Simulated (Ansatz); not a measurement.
The start is a generated cell, Li3PO4 built in the AFLOW prototype AB4C3_cI16_229_a_c_b (as in CrFe4Ni3). The cell and all atomic positions are relaxed at zero pressure with PBE (plane waves to 420 eV, PAW, scalar-relativistic; Ansatz, a first-principles code). First-step values are on the input's coarse k-mesh.

Ansatz input (later rounds restart from its end on a renewed k-mesh):
Ansatz 0.2 input:
```yaml
crystal:
  lattice:
    - [-2.666496, 2.666496, 2.666496]
    - [2.666496, -2.666496, 2.666496]
    - [2.666496, 2.666496, -2.666496]
  atoms:
    - { symbol: P, position: [0, 0, 0] }
    - { symbol: O, position: [0.5, 0.5, 0.5] }
    - { symbol: O, position: [0.5, 0, 0] }
    - { symbol: O, position: [0, 0.5, 0] }
    - { symbol: O, position: [0, 0, 0.5] }
    - { symbol: Li, position: [0, 0.5, 0.5] }
    - { symbol: Li, position: [0.5, 0.5, 0] }
    - { symbol: Li, position: [0.5, 0, 0.5] }
basis: { ecutwfc: 420, ecutrho_ratio: 4, xc_grid: 2, fft_grid_basis: typed }
kpoints: { mp_grid: { grid: [6, 6, 6] } }
hamiltonian:
  xc: pbe
  dispersion: none
  pseudopotentials: { kind: paw }
scf: { occupations: { method: fermi_dirac, width: 0.05 } }
relax: { f_tol: 0.01, max_steps: 100, cell: { stress_tol: 0.02 } }
output: { forces: true, stress: true }
```

```yaml
initial_pressure: "-14 GPa (negative: the cell is under tension)"
outcome: The space group stays Im-3m (No. 229) (the run could not lower it); the end is AFLOW prototype AB4C3_cI16_229_a_c_b (as in CrFe4Ni3), with 8 atoms in the primitive cell
energy_released: 0.09 eV/atom
volume_change: -17.0 %, from 9.48 to 7.86 Å³/atom
Shortest distances (start → end): "The closest pairs of elements (up to four, under 3.6 Å), start → end: O–P 2.31 → 2.17 Å; Li–O 2.31 → 2.17 Å; Li–P 2.67 → 2.51 Å; O–O 2.67 → 2.51 Å"
band_gap_at_the_end: zero (metallic)
optimiser_moves: 13
```

It ends as:

Space group Im-3m (No. 229); a = b = c = 5.011 Å, α = β = γ = 90.00°

```csv
atom,site,symmetry,x,y,z
P,2a,m-3m,0.0000,0.0000,0.0000
O,8c,.-3m,0.2500,0.2500,0.2500
Li,6b,4/mm.m,0.0000,0.0000,0.5000
```
(The calculation used a cell of 8 atoms; values per cell refer to that cell.)

Final values are on a 13×13×13 k-mesh of the relaxed cell. No spin polarisation in the result.

The run could not lose the symmetry of its start: the end is stationary, and may be a saddle point rather than a minimum.

All atoms sit on sites fixed by symmetry, so only the cell could relax.

The relaxed structure here is a generated cell of Li3PO4: the first start was made by placing the elements on the sites of a structure type, and the end was not matched to a known phase here, so it may be hypothetical.
